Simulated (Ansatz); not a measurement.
# Every step of a relaxation of hcp Hf (10-10), 2 layers

DFT, LDA, PAW with Ansatz's default frozen-core files, scalar-relativistic (Ansatz 0.2.0); a Γ-centred 12×8×1 k mesh, Fermi–Dirac smearing of 0.05 eV, no spin polarisation. The run relaxes the atoms in the fixed cell.

Command: `ansatz run input.yaml --threads 1 --pin off --max-ram 3584MiB --backend cpu --events-out ev --progress --plain --runs-dir out` It took 74 s on 1 thread of Arm Neoverse V2, with other jobs on the host, peak memory 0.48 GiB.

```yaml
crystal:
  lattice:
    - [3.1190139515, 0.0, 0.0]
    - [0.0, 4.9418267774, 0.0]
    - [0.0, 0.0, 16.9004]
  atoms:
    - { symbol: Hf, position: [0.75, 0.75, 0.4733621166] }
    - { symbol: Hf, position: [0.25, 0.25, 0.5266378834] }
kpoints:
  mp_grid: { grid: [12, 8, 1] }
scf:
  occupations: { method: fermi_dirac, width: 0.05 }
hamiltonian:
  xc: lda
  pseudopotentials: { kind: paw }
output:
  forces: true
  stress: true
  eigenvalues: true
relax:
  f_tol: 0.01
  max_steps: 40
efield:
  axis: 3
  amplitude: 0
  dipole_correction: true
```

Each step lists its free energy a cell above the last geometry, and Cartesian positions (Å) with forces (eV/Å).

The first step:

```
step 1  dF = 12.00 meV
  Hf 2.3393 3.7064 8.0000   0.0000 0.0000 0.1995
  Hf 0.7798 1.2355 8.9004   0.0000 0.0000 -0.1995
```

Spin–orbit coupling is left out, which matters for the heavy atoms. The PAW files were made under PBE.

Task: Where does the relaxation end, and by which steps?

Result: After 4 geometries, with a shortest distance of 3.020 Å. The further steps:
```
step 2  dF = 0.88 meV
  Hf 2.3393 3.7064 8.1041   0.0000 0.0000 -0.0265
  Hf 0.7798 1.2355 8.7963   0.0000 0.0000 0.0265
step 3  dF = 0.32 meV
  Hf 2.3393 3.7064 8.0910   0.0000 0.0000 -0.0169
  Hf 0.7798 1.2355 8.8094   0.0000 0.0000 0.0169
step 4  dF = 0.00 meV
  Hf 2.3393 3.7064 8.0689   0.0000 0.0000 0.0055
  Hf 0.7798 1.2355 8.8315   0.0000 0.0000 -0.0055
```
